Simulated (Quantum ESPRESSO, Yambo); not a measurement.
At a photon energy of 10.00 eV, RPA with local fields on PBEsol bands shifted by a G0W0 scissor of 2.66 eV (Quantum ESPRESSO and Yambo; 10×10×4 mesh, 68 bands, 3 Ry local-field block, 0.2 eV broadening) gives ε = 5.69 + 2.46i for AlClO (space group Pmmn, No. 59), field along x. Axes are Cartesian, with cell vectors (Å) (3.15, 0.00, 0.00), (0.00, 3.63, 0.00), (0.00, 0.00, 7.85).

Work out n, κ, the normal-incidence reflectivity, the absorption coefficient and the penetration depth.


|ε| = 6.20; n = √((|ε| + ε1)/2) = 2.44, κ = √((|ε| − ε1)/2) = 0.50. R = ((n − 1)² + κ²)/((n + 1)² + κ²) = 0.19. α = 2Eκ/(ħc) with ħc = 197.327 eV nm: 0.0511 per nm = 5.1 × 10⁵ per cm, a 1/e depth of 20 nm. The computed direct gap is 8.53 eV, and the energy scale of the real crystal may differ from it. Excitonic effects are left out, and values at one energy depend on mesh and broadening. The scissor comes from a G0W0 run whose convergence isn't established. Convergence of the RPA response with its 10×10×4 mesh was not tested.

Geometry relaxed with PBE+D3(BJ); primitive cell a = 3.147 Å, b = 3.633 Å, c = 7.845 Å, α = 90.00°, β = 90.00°, γ = 90.00°.
